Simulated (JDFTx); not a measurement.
```json
{
  "surface": "Be(0001)",
  "bulk": "Be, P6_3/mmc, lattice of mp-87 (not re-optimised)",
  "slab": "6 atoms in 6 planes, 1x1, 9.1 Å between the outermost planes",
  "in-plane cell": "2.265 × 2.265 Å, 4.44 Å²",
  "cell_height": "24.9 Å",
  "sampling": "10×10×1 k mesh, Fermi smearing 0.01 Ha, no spin polarisation"
}
```

Level of theory: PBE, GBRV ultrasoft potentials, plane waves to 20/100 Ha; code: JDFTx (a modified build). Liquid: CANDLE, acetonitrile, 1 M KCl. The neutral cell holds 24 valence electrons and has two faces of 4.442 Å² each. Last filling lines of the neutral and of a charged run (μ in hartree, zero in the bulk liquid):

```
FillingsUpdate:  mu: -0.184524634  nElectrons: 24.000000
FillingsUpdate:  mu: -0.207266000  nElectrons: 23.964621
```

Worked example: both potentials, by the convention U = −μ/e − 4.44 V vs SHE, the surface charge density and the mean capacitance.

U_pzc = 0.18452 × 27.2114 − 4.44 = 0.58 V; U = 0.20727 × 27.2114 − 4.44 = 1.20 V. The cell has -0.0354 excess electrons, a net charge of 0.0354 e, shared by two faces: σ = 0.0354 e / (2 × 4.442 Å²) = 0.00398 e/Å² = 6.4 μC/cm² (1 e/Å² = 1602.18 μC/cm²). C = σ/(U − U_pzc) = 6.4/0.62 ≈ 10 μF/cm². In this non-aqueous liquid the SHE scale is nominal.
